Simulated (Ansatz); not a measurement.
**SiGe3O8: vibrational free energy, entropy and heat capacity**

The calculation used Ansatz 0.2.0, DFT PBE, scalar-relativistic, plane waves, PAW. Settings: 420 eV plane-wave cutoff, Γ-centred 6×6×6 mesh, fixed occupations. No spin polarisation. Phonons by linear response, acoustic sum rule imposed.

The cell, relaxed at this level:
```yaml
crystal:
  lattice:
    - [4.41410, -2.85320, -0.00024]
    - [4.41410, 2.85320, -0.00024]
    - [-0.01606, 0.00000, 4.42954]
  atoms:
    - { symbol: Si, position: [0.00000, 0.00000, 0.00000] }
    - { symbol: Ge, position: [0.50000, 0.50000, 0.00000] }
    - { symbol: Ge, position: [0.50000, 0.00000, 0.50000] }
    - { symbol: Ge, position: [0.00000, 0.50000, 0.50000] }
    - { symbol: O, position: [0.84782, 0.84782, 0.70687] }
    - { symbol: O, position: [0.35095, 0.35095, 0.68529] }
    - { symbol: O, position: [0.64905, 0.64905, 0.31471] }
    - { symbol: O, position: [0.15218, 0.15218, 0.29313] }
    - { symbol: O, position: [0.33168, 0.85723, 0.81223] }
    - { symbol: O, position: [0.85723, 0.33168, 0.81223] }
    - { symbol: O, position: [0.66832, 0.14277, 0.18777] }
    - { symbol: O, position: [0.14277, 0.66832, 0.18777] }
```

It was reached by relaxing an invented guess, and it needn't be the stable form of this composition. The q mesh is coarse, so values between its points are rough.

Force constants from linear response on a 2×2×2 q mesh, interpolated to a fine mesh.

Phonon density of states, in bins of 20 cm⁻¹:
```csv
bin centre (cm⁻¹),share of modes (%)
10,0.0
30,0.0
50,0.1
70,0.2
90,0.4
110,0.6
130,1.2
150,2.3
170,3.6
190,3.5
210,2.5
230,4.4
250,2.7
270,2.5
290,3.6
310,5.4
330,3.4
350,4.3
370,2.2
390,2.9
410,3.3
430,2.8
450,2.2
470,1.2
490,2.3
510,3.3
530,2.0
550,2.2
570,3.3
590,3.4
610,3.8
630,2.0
650,3.2
670,3.6
690,2.5
710,1.3
730,0.6
750,1.3
770,2.7
790,3.1
810,3.7
830,0.3
```

Q: Give the zero-point energy per atom.

A: 83.8 meV.

Q: How large are the vibrational entropy and heat capacity at 300 K?

A: S = 1.62 k_B and C_V = 2.04 k_B per atom, 68 % of the Dulong–Petit value.

Q: Tabulate them against temperature.

A:
```csv
T (K),F_vib (meV/atom),S (k_B/atom),C_V (k_B/atom)
100,83.3,0.24,0.55
200,78.4,0.91,1.45
300,67.5,1.62,2.04
400,50.7,2.26,2.37
500,28.8,2.81,2.57
600,2.5,3.29,2.69
700,-27.7,3.71,2.76
800,-61.3,4.08,2.81
900,-98.0,4.42,2.85
1000,-137.4,4.72,2.88
```
